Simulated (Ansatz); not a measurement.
Consider the following.

NaI (rock salt, Fm-3m), a = 6.2597 Å, b = 6.2597 Å, c = 6.2597 Å, α = 90.00°, β = 90.00°, γ = 90.00°; the cell used has 2 atoms.

This is the LDA-relaxed structure.

Problem. All from plane-wave PAW LDA (Ansatz code), unless another level is named. Predict the electron effective mass.

Solution. 0.24 mₑ (isotropic).

Problem. What about the formation energy from the elements (no fitted shifts)?

Solution. -1.27 eV/atom.

Problem. Next, the hole effective mass, band 1 of 3 at the edge?

Solution. 1.4 along [100], 7.0 along [110], 3.0 along [111] (mₑ).

Problem. And the band gap?

Solution. 3.62 eV (direct).

Problem. And the valence-band maximum?

Solution. at Γ.

Problem. And the weight of the conduction-edge state by species (Voronoi cells)?

Solution. Na 60 %, I 40 %.

The LDA relaxation kept the symmetry of its start; phonons on a q-mesh show no instability. The references are the lowest solids computed at this level, not always the standard phases. Spin–orbit coupling is left out wherever it is not named.

Potentials: the later of the program's two PAW sets.
